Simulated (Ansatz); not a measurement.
SiGeC2:
```
CELL_PARAMETERS angstrom
      3.15623     0.00000     0.00000
      0.00000     3.15623     0.00000
      0.00000     0.00000     4.45624
ATOMIC_POSITIONS crystal
  Si 0.00000 0.00000 0.00000
  C  0.50000 0.00000 0.23628
  Ge 0.50000 0.50000 0.50000
  C  0.00000 0.50000 0.76372
```

Relaxed with r²SCAN. Special points in fractions of this cell's reciprocal vectors: Γ (0.000, 0.000, 0.000); X (0.000, 0.500, 0.000); M (0.500, 0.500, 0.000); Z (0.000, 0.000, 0.500); R (0.000, 0.500, 0.500); A (0.500, 0.500, 0.500).

Question: List the band energies nearest the valence-band maximum at these points for plane-wave PAW r²SCAN (Ansatz code).

Answer: In eV from the valence-band maximum; about four levels below and three above (degenerate sets whole), none deeper than 8.9 eV; points with the same levels are listed once.

```tsv
k	below	above
Γ	-3.65 -3.65 -0.32 0.00 0.00	2.15 4.10 5.27
X	-4.78 -4.59 -1.77 -1.19	5.20 6.14 8.12
M	-3.73 -3.57 -3.57 -3.43	1.80 1.80 3.40
Z	-2.51 -2.51 -1.92 -1.92	3.70 4.45 6.05
R	-1.69 -1.42 -1.20 -0.99	4.33 5.22 7.06
A	-5.32 -5.01 -4.99 -4.99	5.80 5.80 8.14
```

Space group P-4m2. The start of the workflow was typed in or built on a structure type; neither database checked (COD, Materials Project) lists it. Its standing as an ambient phase is unchecked. Symmetry was held in the r²SCAN relaxation; whether a distortion lowers the energy is not shown. Scalar-relativistic: spin–orbit coupling is off unless named, which matters more the heavier the elements.

Potentials: the earlier of the program's two PAW sets.
